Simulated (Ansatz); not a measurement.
Hg (diamond, space group No. 227), a = b = c = 6.6074 Å, α = β = γ = 90.00°; the cell used has 2 atoms.

This is the PBEsol-relaxed structure.

Q: All from the program Ansatz at the PBEsol level (PAW), unless another level is named. Estimate the density of states at the Fermi level.

A: 0.65 states/eV per atom (mean over ±0.08 eV).

Q: What about the gap with spin–orbit coupling?

A: none (metallic).

Space group Fd-3m (diamond). The start of the workflow was typed in or built on a structure type; neither database checked (COD, Materials Project) lists it. It is not the usual solid phase (space group No. 166). The PBEsol relaxation kept the symmetry of its start. At this level the phase is mechanically unstable. The substance is a gas or liquid at ambient conditions. The volume moved by -28 % from the start of the relaxation. Scalar-relativistic: spin–orbit coupling is off unless named, which matters more the heavier the elements.

Potentials: the later of the program's two PAW sets.
